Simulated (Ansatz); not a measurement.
HfIr$_{3}$: a fit and a missing row

HfIr$_{3}$, Pm-3m, a = 3.942 Å. The structure is a COD entry; whether it is the stable form wasn't checked. Ansatz: r2SCAN, PAW, 500 eV, Γ-centred 12×12×12 mesh on 4 atoms, Gaussian smearing 0.10 eV; no spin polarisation. Symmetry fixes shape and atoms, so the cell is only scaled; pressure is positive in compression.

| V (Å³/atom) | P (GPa) |
| --- | --- |
| 13.478 | 51.60 |
| 13.937 | 35.24 |
| 14.397 | 21.44 |
| 14.856 | 9.81 |
| 15.316 | 0.01 |
| 15.775 | -8.26 |
| 16.235 | ? |
| 16.847 | -22.78 |

**Question.** Take V0 = 15.316 Å³/atom, count pressures from its P0 = 0.01 GPa, fit the third-order Birch–Murnaghan form to the other rows, and predict the missing pressure.

**Answer.** With the Eulerian strain f = ½[(V0/V)^(2/3) − 1] and y = (P − P0)/[3f(1 + 2f)^(5/2)], the form is the line y = B0 + 1.5 B0 (B0′ − 4) f. Rows (f, y): 0.04448, 312.4; 0.03246, 309.1; 0.02106, 305.9; 0.01027, 302.3; -0.00975, 297.0; -0.03077, 289.4. Means f = 0.01129, y = 302.68; Σ(Δf)² = 0.003858, ΣΔfΔy = 1.168; the slope is their ratio. y = 299.3 + 302.9 f GPa, so B0 = 299.3 GPa and B0′ = 4 + 2 × (302.9)/(3 × 299.3) = 4.67. At V = 16.235, f = -0.01905, y = 293.53 and P = -15.21 GPa. The run gave -15.21 GPa, the same to the digits shown.

Spin–orbit coupling is left out, which can shift energies with elements as heavy as these.